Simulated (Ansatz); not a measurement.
Crystals of one structure type (zinc blende) and one family of elements, relaxed and computed with plane-wave PAW r²SCAN (Ansatz code).

```tsv
crystal	V (Å³/atom)	B₀ by P(V) fit (GPa)
BN	5.88	392
BP	11.67	169
BAs	13.69	141
GaP	20.25	?
InP	25.76	68.2
InAs	28.49	57.2
GaSb	28.81	52.9
```

Fit a straight line to ln B₀ against ln V and predict the withheld value.

Least squares on the 6 shown rows: ln B₀ = -1.23 × ln V + (8.159), with a scatter of 3 %. For GaP this gives 86.4. The run itself gave 87.6, within the scatter.

All cells were relaxed under the symmetry of their starts (and spin orders); stability against distortions was not tested throughout. Spin–orbit coupling is left out wherever it is not named.

Potentials: the later of the program's two PAW sets.
